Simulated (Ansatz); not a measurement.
A geometry of TiC away from equilibrium: the start of the relaxation of a relaxed TiC cell displaced along its unstable phonon at q = (½, ½, 0) of its primitive reciprocal cell (351i cm⁻¹), largest move 0.15 Å. Calculation: PBE (plane waves to 420 eV, PAW, scalar-relativistic; Ansatz, a first-principles code). Γ-centred k-mesh 12×12×12 on the run's cell (coarser than for final values), Fermi–Dirac smearing 0.05 eV.

```xyz
4
Lattice="5.4216 0.0000 0.0000 2.7108 2.7108 0.0000 0.0000 0.0000 2.7108" Properties=species:S:1:pos:R:3:forces:R:3 pbc="T T T" free_energy=-5499.989 pressure_GPa=1.7
Ti     0.0000     0.0000     0.0000    0.0000    0.0000    0.0000
Ti     2.7108     0.0000     0.0000    0.0000    0.0000    0.0000
C      1.3554     1.3554     1.5054    0.0000    0.0000    0.9170
C      4.0662     1.3554     1.2054    0.0000    0.0000   -0.9170
```

Positions in Å, forces in eV/Å, free energy of the cell in eV (comparable only within this code, potentials and settings). Largest force: 0.92 eV/Å, on C3, C4 (atoms numbered as listed); the geometry lies 0.25 eV/atom above the end of its relaxation.

No spin polarisation in the result.

The run could not lose the symmetry of its start, so the end can be a saddle point.

The end of the path is a generated cell of TiC: the first start was made by placing the elements on the sites of a structure type, and the end was not matched to a known phase here, so it may be hypothetical. Known forms of TiC include space group No. 225.
